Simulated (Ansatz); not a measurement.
Bi$_{2}$S$_{3}$ (Pnma) was relaxed and computed twice in Ansatz (plane waves, PAW), once with LDA and once with r²SCAN+D4.

```csv
,run 1,run 2
cell,"a = 11.008 Å, b = 3.939 Å, c = 10.836 Å, α = 90.00°, β = 90.00°, γ = 90.00°","a = 11.4167 Å, b = 3.9876 Å, c = 11.1043 Å, α = 90.00°, β = 90.00°, γ = 90.00°"
gap (eV),1.09,1.67
ΔH_f (eV/atom),-0.41,-0.45
B₀ by P(V) fit (GPa),44.0,31.1
K_Hill (GPa),46.7,33.8
G_Hill (GPa),24.4,17.6
"highest Γ mode, no LO–TO term (cm⁻¹)",291,306
electron conductivity mass (mₑ),0.43,0.43
Θ_D (K),212,182
```

Question: Which run used which functional?

Answer: Run 1 is LDA, run 2 is r²SCAN+D4.

Weakly bound layers, chains or molecules computed without a dispersion correction, so cells and soft constants are ill determined: Bi2S3, Pnma (Pearson symbol oP20) with LDA. All cells were relaxed under the symmetry of their starts (and spin orders); stability against distortions was not tested throughout. Spin–orbit coupling is left out wherever it is not named.

Potentials: the later of the program's two PAW sets.

Ansatz (an electronic-structure program) is a plane-wave DFT program.

Formation energies count from the lowest solids of the elements computed at the same level, not from gases.
